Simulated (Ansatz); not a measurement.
InP:
```yaml
crystal:
  lattice:
    - [3.42421, 0.00000, 0.00000]
    - [0.00000, 3.42421, 0.00000]
    - [0.00000, 0.00000, 3.42421]
  atoms:
    - { symbol: In, position: [0.00000, 0.00000, 0.00000] }
    - { symbol: P, position: [0.50000, 0.50000, 0.50000] }
```

This is the r²SCAN-relaxed structure.

Question: All from the program Ansatz at the r²SCAN level (PAW), unless another level is named. Estimate the electronic character.

Answer: metallic (no gap).

Question: Next, the density of states at the Fermi level?

Answer: 0.56 states/eV per atom (mean over ±0.08 eV).

Question: Predict the formation energy from the elements (no fitted shifts).

Answer: 0.38 eV/atom.

Space group Pm-3m (CsCl type). A made-up cell: these elements were put on the sites of a structure type; neither database checked (COD, Materials Project) lists it. It is not the phase usual at ambient conditions (space group No. 216). Symmetry was held in the r²SCAN relaxation; whether a distortion lowers the energy is not shown. The references are the lowest solids computed at this level, not always the standard phases. Spin–orbit coupling is left out wherever it is not named.

Potentials: the later of the program's two PAW sets.
